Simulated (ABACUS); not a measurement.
Consider a self-consistent single point of Si (Fd-3m, 2 atoms in the cell; from Materials Project mp-149, changed as shown).

```
Si
1.0
    0.00000     2.66629     2.66629
    2.66629     0.00000     2.66629
    2.66629     2.66629     0.00000
Si
2
Cartesian
  1.33314   1.33314   1.33314
  0.00000   0.00000   0.00000
```

Level of theory: ABACUS 3.10.1 with LDA (PW92), numerical atomic orbitals DZP (confined pseudo-atomic orbitals with Gaussian additions; energy shift 0.01 Ry), PseudoDojo 0.4 standard norm-conserving LDA (tails mended) pseudopotentials.

ABACUS settings:

```
key                                                                   value
---------------  ----------------------------------------------------------
basis                   DZP numerical atomic orbitals, energy shift 0.01 Ry
KPT                                                       Gamma 8 8 8 0 0 0
basis_type                                                             lcao
dft_functional                                                        PWLDA
ecutwfc                                                              100 Ry
smearing_method                                                    gaussian
smearing_sigma                                               0.000734986 Ry
potentials       PseudoDojo 0.4 standard norm-conserving LDA (tails mended)
symmetry                                                                  1
symmetry_prec                                                         1e-05
ks_solver                                                           genelpa
scf_nmax                                                                100
scf_thr                                                             1.0e-06
mixing_type                                                         broyden
```

Results:

| Property | Value |
|---|---|
| Number of valence electrons | 8 |
| Number of bands | 14 |
| Number of k-points after the program's reduction | 29 |
| Size of the basis | 26 |
| Number of SCF iterations | 7 |
| Free energy E − TS | -231.7114 eV |
| Top of the valence band (on the code's own zero) | 6.68 eV |
| Gap on the k-point mesh | 0.41 eV |
| Pressure | 4.30 GPa |

Stress (GPa, positive for compression):
```
4.30  0.00  0.00
0.00  4.30  0.00
0.00  0.00  4.30
```

Gaps are taken between levels on the mesh.

For comparison: a first run was changed to give this one (volume scaled by 0.94), and from it to this one the free energy rises by 7.5 meV/atom, the pressure goes from -1.97 to 4.30 GPa and the gap on the mesh goes from 0.511 to 0.407 eV.

The atom-centred basis is finite, which shifts total energies, pressures and gaps against plane waves. The structure comes from a collection of computed structures, made at another level of theory; the collection holds predicted forms beside known ones.

The atomic orbitals were generated for these runs; they are not ABACUS's published sets and were checked against plane waves on a few crystals only.

“Tails mended”: in these copies of the files the far tail of each local potential was reset to the Coulomb form.
